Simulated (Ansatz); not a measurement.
The start is a randomly generated symmetric cell of BeAu (space group No. 191). The structure is fully relaxed (lattice and positions, P = 0) with PBEsol (plane waves to 420 eV, PAW, scalar-relativistic; Ansatz, a first-principles code). First-step values are on the input's coarse k-mesh.

Ansatz input (later rounds restart from its end on a renewed k-mesh):
Ansatz 0.2 input:
```yaml
crystal:
  lattice:
    - [4.9530452, 0, 0]
    - [-2.4765226, 4.289463, 0]
    - [0, 0, 3.9807599]
  atoms:
    - { symbol: Au, position: [0.5, 0, 0.5] }
    - { symbol: Au, position: [0, 0.5, 0.5] }
    - { symbol: Au, position: [0.5, 0.5, 0.5] }
    - { symbol: Be, position: [0.5, 0, 0] }
    - { symbol: Be, position: [0, 0.5, 0] }
    - { symbol: Be, position: [0.5, 0.5, 0] }
basis: { ecutwfc: 420, ecutrho_ratio: 4, xc_grid: 2, fft_grid_basis: typed }
kpoints: { mp_grid: { grid: [8, 8, 8] } }
hamiltonian:
  xc: pbesol
  dispersion: none
  pseudopotentials: { kind: paw }
scf: { occupations: { method: fermi_dirac, width: 0.05 } }
relax: { f_tol: 0.01, max_steps: 100, cell: { stress_tol: 0.02 } }
output: { forces: true, stress: true }
```

**Question.** How large is the pressure on the unrelaxed cell, and of which sign?

**Answer.** +47.3 GPa (positive: the cell is compressed).

**Question.** How much energy is released per atom?

**Answer.** 0.55 eV/atom.

**Question.** How does the volume change?

**Answer.** +29.0 %, from 14.10 to 18.18 Å³/atom.

**Question.** Is the relaxed structure metallic? Give its gap.

**Answer.** Zero (metallic).

**Question.** What does it relax into? Give the structure.

**Answer.** 
Space group P6/mmm (No. 191); a = 5.2647 Å, b = 5.2647 Å, c = 4.5441 Å, α = 90.00°, β = 90.00°, γ = 120.00°

```csv
atom,site,symmetry,x,y,z
Au,3g,mmm,0.5000,0.5000,0.5000
Be,3f,mmm,0.0000,0.5000,0.0000
```

The space group stays P6/mmm (No. 191) (the run could not lower it), with 6 atoms in the primitive cell. Final values are on a 10×10×10 k-mesh of the relaxed cell. No spin polarisation in the result.

The run could not lose the symmetry of its start, so the end can be a saddle point.

All atoms sit on sites fixed by symmetry, so only the cell could relax.

The relaxed structure here is a generated cell of BeAu: the first start was made by a random draw of sites in a space group, and the end was not matched to a known phase here, so it may be hypothetical.
